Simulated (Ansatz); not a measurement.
AlN (zincblende type), DFT, r2SCAN, PAW with Ansatz's default frozen-core files, scalar-relativistic (Ansatz 0.2.0), on 1 thread of Arm Neoverse V1 (shared host).

Command: `ansatz run input.yaml --threads 1 --pin off --max-ram 2048MiB --backend cpu --events-out ev --progress --plain --runs-dir out`

```yaml
crystal:
  lattice:
    - [0.0, 2.1848810405, 2.1848810405]
    - [2.1848810405, 0.0, 2.1848810405]
    - [2.1848810405, 2.1848810405, 0.0]
  atoms:
    - { symbol: Al, position: [0.0, 0.0, 0.0] }
    - { symbol: "N", position: [0.25, 0.25, 0.25] }
kpoints:
  mp_grid: { grid: [15, 15, 15] }
  band_path:
    path:
      - [0.0, 0.0, 0.0]
      - [-0.5, -0.5, 0.0]
      - [-0.375, -0.375, 0.25]
      - [-0.375, 0.0, 0.375]
      - [0.0, 0.0, 0.0]
      - [0.0, 0.0, 0.5]
      - [-0.5, -0.25, 0.25]
      - [-0.5, -0.5, 0.0]
    npoints: 8
scf:
  occupations: { method: fermi_dirac, width: 0.08 }
hamiltonian:
  xc: r2scan
  pseudopotentials: { kind: paw }
output:
  forces: true
  stress: true
  eigenvalues: true
  populations: true
  dos: { projected: true, de: 0.2, e_range: [-14, 8] }
  write_density: true
  write_potential: true
  elf: true
  volumetric_format: npy
```

(1) How large is the problem that the program sets up?

(2) About how long does it take?

## Answers

(1) 120 irreducible k-points, 531 plane waves at Γ, 8 bands.

(2) 7.5 s of wall time for 6 SCF iterations. Times on shared machines scatter by tens of per cent.
